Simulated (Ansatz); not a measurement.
5 guesses for Al2O and where they end

The calculation used Ansatz, DFT PBE, scalar-relativistic, plane waves, PAW. All cells share a 420 eV cutoff and Γ-centred k meshes spaced at most about 0.3 Å⁻¹ (about 0.25 or finer for metals, 2π included). No spin polarisation in the final relaxations.

Each guess was relaxed in cell and atoms at zero pressure, within the symmetry of its start. Temperature and zero-point effects are left out. Coordination counts O atoms around Al (those within 1.25 times the shortest such distance or 1.15 times the sum of covalent radii; the shortest distance is added where it is long for a bond; a slash parts the counts of unlike sites).

```tsv
guess	made from	start group	V start (Å³/atom)	end group	V end (Å³/atom)	coordination at the end	gap on mesh (eV)	E over the lowest end (meV/atom)
1	random cell	Fmmm	15.8	Fmmm	15.5	Al 2	0	401
2	random cell	P4_2/mmc	14.5	P4_2/mmc	18.0	Al 2/8 from 3.3 Å	0	370
3	BeAu2 type	I4/mmm	12.2	?	?	?	?	?
4	random cell	I4/mmm	16.6	I4/mmm	15.3	Al 2	0	458
5	Fe2Si type	P4/mmm	11.6	P4/mmm	16.6	Al 2 from 2.9 Å/4/8 from 4.6 Å	0	0
```

Guess 3 as it starts:

```cif
data_structure
_symmetry_space_group_name_H-M 'P 1'
_symmetry_Int_Tables_number 1
_cell_length_a 5.1638
_cell_length_b 5.1638
_cell_length_c 5.1638
_cell_angle_alpha 148.967
_cell_angle_beta 148.967
_cell_angle_gamma 44.460
_cell_volume 36.49
loop_
_atom_site_label
_atom_site_type_symbol
_atom_site_fract_x
_atom_site_fract_y
_atom_site_fract_z
_atom_site_occupancy
Al1 Al 0.35823 0.35823 0.00000 1
Al2 Al 0.64177 0.64177 0.00000 1
O1 O 0.00000 0.00000 0.00000 1
```

Q: Fill in the missing row: what does this guess relax into, and where does it rank?

A: It ends in space group I4/mmm (No. 139), with a = 2.804 Å, c = 9.269 Å, 12.1 Å³/atom and no gap. It lies 0.50 eV/atom over the lowest end, above guess 4 and so the highest of the set. Counting O atoms around Al, this end has Al 4 from 2.4 Å and the lowest (guess 5) has Al 2 from 2.9 Å/4/8 from 4.6 Å.

```cif
data_structure
_symmetry_space_group_name_H-M 'P 1'
_symmetry_Int_Tables_number 1
_cell_length_a 5.0406
_cell_length_b 5.0406
_cell_length_c 5.0406
_cell_angle_alpha 147.701
_cell_angle_beta 147.701
_cell_angle_gamma 46.327
_cell_volume 36.44
loop_
_atom_site_label
_atom_site_type_symbol
_atom_site_fract_x
_atom_site_fract_y
_atom_site_fract_z
_atom_site_occupancy
Al1 Al 0.35128 0.35128 0.00000 1
Al2 Al 0.64872 0.64872 0.00000 1
O1 O 0.00000 0.00000 0.00000 1
```

Energies over the elements count from the elements' standard structures at the same level (O₂ as a molecule), with no fitted energy shifts.

Q: Is the lowest end bound against the elements?

A: Yes: its formation energy is −1.03 eV/atom. It lies below the elements, which doesn't yet make it stable against other compounds or structures.

Weakly bound directions are ill-defined at this level, which has no dispersion term (P4/mmm), and this can change margins and order among such cells. Cells relaxed within their symmetry can be saddle points. The part of the Crystallography Open Database at hand lists Al2O in space group No. 225, which no cell shown has. Some types were kept out of the candidates beforehand, so the set may lack a known form.
